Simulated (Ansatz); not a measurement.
K₃Sb (space group P6_3/mmc)

```xyz
8
Lattice="5.8847 0.0000 0.0000 -2.9424 5.0963 0.0000 0.0000 0.0000 10.4259" Properties=species:S:1:pos:R:3 pbc="T T T"
K      0.0000     3.3975     9.5609
K      2.9424     1.6988     0.8650
K      2.9424     1.6988     4.3480
K      0.0000     3.3975     6.0780
K      0.0000     0.0000     2.6065
K      0.0000     0.0000     7.8195
Sb     2.9424     1.6988     7.8195
Sb     0.0000     3.3975     2.6065
```

The slice is a (1 -1 0 0) plane (indices of the conventional cell) through the point (0.667, 0.333, 0.750) (fractional), spanned by u = [110] and v = [001] in vectors of this cell: u (5.88 Å) and v (10.43 Å, at 90° to u). It covers one period; positions are fractions (u, v).

The numbers are results of LDA (plane waves to 420 eV, PAW, scalar-relativistic; Ansatz, a quantum-chemistry and plane-wave program), not measurements. k mesh 9×9×5. These are valence fields of a PAW run, semicore shells included where kept as valence: close to a nucleus they are smooth pseudo fields. K3Sb was relaxed with its symmetry unable to fall. Spin-orbit coupling is left out, though Sb is heavy.

Problem. Predict the map of the electrostatic potential energy of an electron, from the cell's mean on the slice.

Solution. 
```
|xx19977991x|
|00898778980|
|88998778998|
|67887777887|
|x0578778750|
|xx06888860x|
|xx07999970x|
|xx48999984x|
|24799889974|
|56899889986|
|24799889974|
|xx48999984x|
|xx07999970x|
|xx06888860x|
|x0578778750|
|67887777887|
|88998778998|
|00898778980|
|xx19977991x|
|xx08977980x|
```
Scale: ten equal steps from -3.00 (start of '0') to 5.17 (end of '9'), in the order '0123456789'. Values: electrostatic potential energy of an electron, from the cell's mean, in eV. The map has 11 points along u (one character each, u = 0 at the left) and 20 along v (v = 0 in the bottom row). Points within 1 Å of a nucleus are blanked (x), as the pseudised field means little there. Values under -3 eV are set to -3. The zero, the cell's mean, hangs on the PAW cores.
